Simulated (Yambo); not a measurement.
Yambo input for SrCl2 (fluorite, space group Fm-3m, No. 225) under isotropic strain of -0.7 % on all lattice vectors (a = b = c = 4.849 Å, α = β = γ = 60.00°), on norm-conserving PBEsol (Quantum ESPRESSO, 68 Ry, scalar-relativistic) wavefunctions on a 8×8×8 mesh:

```
optics
chi
dipoles
kernel
FFTGvecs= 40 Ry
Chimod= "HARTREE"
NGsBlkXd= 4 Ry
% QpntsRXd
 1 | 1 |
%
% BndsRnXd
 1 | 61 |
%
GrFnTpXd= "R"
% EnRngeXd
 0.0 | 20.0 | eV
%
% DmRngeXd
 0.2 | 0.2 | eV
%
CGrdSpXd= 50
ETStpsXd= 161
% LongDrXd
 1.0 | 0.0 | 0.0 |
%
```

First lines of the file o-*.eps_q1_inv_rpa_dyson:

```
Absorption @ Q(1):   1.00000000     0.00000000     0.00000000    [q->0 direction]
#
# [ X ] Hartree size     :   89
# [GEN] GF Energies     : Perdew, Burke & Ernzerhof SOL(X)+Perdew, Burke & Ernzerhof SOL(C)
# [GEN] Green`s Function     : Retarded
#
# [GEN] Gauge     : Length
# [GEN] [r,Vnl] included     : yes
#
#    E[1] [eV]     Im(eps)     Re(eps)     Im(eps_o)     Re(eps_o)
#
     0.000000     -0.891998E-7     2.876039     -0.23102E-19     3.382875
     0.125000     0.001052     2.876366     0.001400     3.383311
     0.250000     0.002106     2.877351     0.002803     3.384621
     0.375000     0.003167     2.878994     0.004215     3.386808
     0.500000     0.004236     2.881301     0.005638     3.389879
     0.625000     0.005318     2.884279     0.007078     3.393842
     0.750000     0.006415     2.887935     0.008538     3.398709
     0.875000     0.007530     2.892281     0.010024     3.404493
     1.000000     0.008668     2.897329     0.011539     3.411213
     1.125000     0.009832     2.903095     0.013088     3.418887
     1.250000     0.011026     2.909594     0.014678     3.427539
     1.375000     0.012253     2.916848     0.016313     3.437195
     1.500000     0.013519     2.924878     0.017999     3.447885
     1.625000     0.014829     2.933710     0.019743     3.459643
     1.750000     0.016187     2.943372     0.021553     3.472508
     1.875000     0.017600     2.953897     0.023435     3.486521
     2.000000     0.019074     2.965320     0.025399     3.501732
     2.125000     0.020615     2.977680     0.027453     3.518191
     2.250000     0.022233     2.991024     0.029608     3.535960
     2.375000     0.023935     3.005399     0.031877     3.555105
     2.500000     0.025731     3.020861     0.034271     3.575698
     2.625000     0.027633     3.037472     0.036805     3.597822
     2.750000     0.029654     3.055301     0.039497     3.621569
     2.875000     0.031806     3.074425     0.042366     3.647042
     3.000000     0.034108     3.094930     0.045432     3.674355
     3.125000     0.036578     3.116915     0.048722     3.703639
     3.250000     0.039238     3.140488     0.052263     3.735039
     3.375000     0.042113     3.165775     0.056091     3.768721
     3.500000     0.045236     3.192917     0.060245     3.804871
     3.625000     0.048641     3.222075     0.064772     3.843704
     3.750000     0.052372     3.253436     0.069729     3.885464
     3.875000     0.056482     3.287212     0.075184     3.930434
     4.000000     0.061036     3.323654     0.081220     3.978941
```
(The file goes on to the top of the energy range.) Convergence of the RPA response with its 8×8×8 mesh was not tested.

Geometry strained from the cell relaxed with PBEsol, atoms relaxed again.
